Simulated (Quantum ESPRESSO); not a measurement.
# Ta2MoMg2Hf3: input and log of a self-consistent run

Computed values, not a measurement. The program is pw.x of Quantum ESPRESSO 7.5 (plane-wave density functional theory). The cell is made up: eight metal atoms on a hexagonal close-packed lattice, with elements, volume, strain and displacements drawn at random and not relaxed, so it may be unstable or far from any real phase. PseudoDojo standard norm-conserving files set the functional (PBE unless stated); there is no spin polarisation or spin-orbit coupling, the Fermi-Dirac width of 0.25 eV means electrons at about 2900 K, and the masses in the input are unused placeholders. Heavy elements are run without spin-orbit coupling, which real alloys of them have. A spin test at this wide smearing found no moment, but such smearing suppresses magnetism that the real alloy may have.

Input:

```
&control calculation='scf', pseudo_dir='./dojo.nc.sr.pbe.v0_5.standard.upf', outdir='./o', disk_io='minimal', tprnfor=.true., tstress=.true. /
&system ibrav=0, nat=8, ntyp=4, nbnd=64, ecutwfc=84.00895049, nosym=.true., tot_charge=0,
 occupations='smearing', smearing='fd', degauss=0.0183746611
/
&electrons conv_thr=1.470e-08, electron_maxstep=70, mixing_beta=0.5 /
ATOMIC_SPECIES
Hf 1.0 Hf.upf
Mg 1.0 Mg.upf
Mo 1.0 Mo.upf
Ta 1.0 Ta.upf
CELL_PARAMETERS angstrom
3.0112 -0.0026 -0.0086
-0.0044 5.1591 -0.0082
-0.0286 -0.0157 9.8828
ATOMIC_POSITIONS angstrom
Ta -0.0889 0.0109 0.0258
Mo 0.0019 -0.0862 4.9097
Mg -0.084 1.6659 2.3178
Mg -0.0228 1.6952 7.4476
Hf 1.4822 2.6519 -0.079
Hf 1.5883 2.5769 4.901
Hf 1.5551 4.3137 2.5042
Ta 1.3893 4.2613 7.3019
K_POINTS automatic
8 5 3 1 1 1
```

The log is shortened where brackets say so; the opening notice, blank lines, dates and the lines on written files are dropped, and the path of the files is cut. It prints rydbergs, bohrs and kilobars, and counts compression as positive stress. Its total energy is the free energy E - TS of the whole cell.

```
     Program PWSCF v.7.5
     Parallel version (MPI & OpenMP), running on       4 processor cores
     Number of MPI processes:                 4
     Threads/MPI process:                     1
     [start-up lines left out]
     bravais-lattice index     =            0
     lattice parameter (alat)  =       5.6904  a.u.
     unit-cell volume          =    1036.0606 (a.u.)^3
     number of atoms/cell      =            8
     number of atomic types    =            4
     number of electrons       =        96.00
     number of Kohn-Sham states=           64
     kinetic-energy cutoff     =      84.0090  Ry
     charge density cutoff     =     336.0358  Ry
     scf convergence threshold =      1.5E-08
     mixing beta               =       0.5000
     number of iterations used =            8  plain     mixing
     Exchange-correlation= PBE
                           (   1   4   3   4   0   0   0)
     [axes and pseudopotential details left out]
   Cartesian axes
     site n.     atom                  positions (alat units)
         1        Ta     tau(   1) = (  -0.0295230   0.0036198   0.0085680  )
         2        Mo     tau(   2) = (   0.0006310  -0.0286263   1.6304723  )
         3        Mg     tau(   3) = (  -0.0278957   0.5532321   0.7697229  )
         4        Mg     tau(   4) = (  -0.0075717   0.5629624   2.4732887  )
         5        Hf     tau(   5) = (   0.4922268   0.8806749  -0.0262353  )
         6        Hf     tau(   6) = (   0.5274618   0.8557680   1.6275831  )
         7        Hf     tau(   7) = (   0.5164363   1.4325454   0.8316249  )
         8        Ta     tau(   8) = (   0.4613755   1.4151438   2.4249029  )
     number of k points=    60  Fermi-Dirac smearing, width (Ry)=  0.0184
                       cart. coord. in units 2pi/alat
        k(    1) = (   0.0626966   0.0585017   0.0510564), wk =   0.0333333
        k(    2) = (   0.0621162   0.0581783  -0.1520740), wk =   0.0333333
     [further k points left out]
     Dense  grid:   107825 G-vectors     FFT dimensions: (  36,  60, 120)
     Estimated max dynamical RAM per process >     390.58 MB
     Estimated total dynamical RAM >       1.45 GB
     Initial potential from superposition of free atoms
     starting charge      95.9896, renormalised to      96.0000
     Starting wfcs are   70 randomized atomic wfcs
     total cpu time spent up to now is        7.3 secs
     per-process dynamical memory:   314.6 Mb
     Self-consistent Calculation
     iteration #  1     ecut=    84.01 Ry     beta= 0.50
     Davidson diagonalization with overlap
     ethr =  1.00E-02,  avg # of iterations =  3.5
     total cpu time spent up to now is       24.0 secs
     total energy              =    -976.24366591 Ry
     estimated scf accuracy    <       1.15817343 Ry
     iteration #  2     ecut=    84.01 Ry     beta= 0.50
     Davidson diagonalization with overlap
     ethr =  1.21E-03,  avg # of iterations =  6.9
     total cpu time spent up to now is       44.9 secs
     total energy              =    -974.17768512 Ry
     estimated scf accuracy    <      66.39168295 Ry
     iteration #  3     ecut=    84.01 Ry     beta= 0.50
     Davidson diagonalization with overlap
     ethr =  1.21E-03,  avg # of iterations =  7.0
     total cpu time spent up to now is       63.7 secs
     total energy              =    -976.77855916 Ry
     estimated scf accuracy    <       1.25502325 Ry
     iteration #  4     ecut=    84.01 Ry     beta= 0.50
     Davidson diagonalization with overlap
     ethr =  1.21E-03,  avg # of iterations =  1.9
     total cpu time spent up to now is       76.8 secs
     total energy              =    -976.89411760 Ry
     estimated scf accuracy    <       0.18794348 Ry
     iteration #  5     ecut=    84.01 Ry     beta= 0.50
     Davidson diagonalization with overlap
     ethr =  1.96E-04,  avg # of iterations =  4.9
     total cpu time spent up to now is       93.0 secs
     total energy              =    -976.88528286 Ry
     estimated scf accuracy    <       0.43049040 Ry
     [iterations 6 to 12 left out]
     iteration # 13     ecut=    84.01 Ry     beta= 0.50
     Davidson diagonalization with overlap
     ethr =  3.86E-09,  avg # of iterations =  4.7
     total cpu time spent up to now is      208.8 secs
     total energy              =    -976.92389581 Ry
     estimated scf accuracy    <       0.00000057 Ry
     iteration # 14     ecut=    84.01 Ry     beta= 0.50
     Davidson diagonalization with overlap
     ethr =  5.89E-10,  avg # of iterations =  2.5
     total cpu time spent up to now is      222.7 secs
     total energy              =    -976.92389586 Ry
     estimated scf accuracy    <       0.00000049 Ry
     iteration # 15     ecut=    84.01 Ry     beta= 0.50
     Davidson diagonalization with overlap
     ethr =  5.07E-10,  avg # of iterations =  1.0
     total cpu time spent up to now is      234.7 secs
     total energy              =    -976.92389588 Ry
     estimated scf accuracy    <       0.00000005 Ry
     iteration # 16     ecut=    84.01 Ry     beta= 0.50
     Davidson diagonalization with overlap
     ethr =  5.17E-11,  avg # of iterations =  2.4
     total cpu time spent up to now is      248.9 secs
     total energy              =    -976.92389589 Ry
     estimated scf accuracy    <       0.00000003 Ry
     iteration # 17     ecut=    84.01 Ry     beta= 0.50
     Davidson diagonalization with overlap
     ethr =  2.99E-11,  avg # of iterations =  1.6
     total cpu time spent up to now is      262.6 secs
     End of self-consistent calculation
     [lines on levels left out]
!    total energy              =    -976.92389589 Ry
     estimated scf accuracy    <          4.6E-09 Ry
     smearing contrib. (-TS)   =      -0.12785196 Ry
     internal energy E=F+TS    =    -976.79604393 Ry
     The total energy is F=E-TS. E is the sum of the following terms:
     one-electron contribution =    -296.72552109 Ry
     hartree contribution      =     176.27329993 Ry
     xc contribution           =    -197.23405220 Ry
     ewald contribution        =    -659.10977056 Ry
     convergence has been achieved in  17 iterations
     Forces acting on atoms (cartesian axes, Ry/au):
     atom    1 type  4   force =     0.01259314   -0.01747681   -0.04061837
     atom    2 type  3   force =     0.00724535    0.00602523    0.02237175
     atom    3 type  2   force =     0.01828558    0.00982751    0.03218731
     atom    4 type  2   force =    -0.00459480   -0.01638966   -0.02312156
     atom    5 type  1   force =    -0.00654788   -0.00280055    0.00223971
     atom    6 type  1   force =    -0.00531250   -0.03252329    0.00430444
     atom    7 type  1   force =    -0.01912665    0.01990896   -0.00435287
     atom    8 type  4   force =    -0.00254224    0.03342861    0.00698960
     Total force =     0.090048     Total SCF correction =     0.000282
     Computing stress (Cartesian axis) and pressure
          total   stress  (Ry/bohr**3)                   (kbar)     P=       55.98
   0.00021875  -0.00001339  -0.00003873           32.18       -1.97       -5.70
  -0.00001339   0.00054209   0.00002220           -1.97       79.74        3.27
  -0.00003873   0.00002220   0.00038086           -5.70        3.27       56.03
     init_run     :      6.30s CPU      6.60s WALL (       1 calls)
     electrons    :    253.97s CPU    255.31s WALL (       1 calls)
     forces       :      3.30s CPU      3.33s WALL (       1 calls)
     stress       :      9.30s CPU      9.57s WALL (       1 calls)
     [timing details left out]
     PWSCF        :   4m33.65s CPU   4m35.61s WALL
     JOB DONE.
```

In other units: free energy -13291.727 eV for the cell, pressure 5.60 GPa, largest force component 1.044 eV/Å in size. The run took 277 s of wall time with four MPI processes on a shared machine (Intel Xeon, 2023 or later, virtual cores), so the time is rough. A rerun of this cell at a higher cutoff and on a denser mesh moved values by no more than 0.005 eV in energy, 0.08 GPa in stress and 0.012 eV/Å in force, and a second program with other atomic files agreed on that cell to 2 % rms in force and 0.5 GPa in pressure.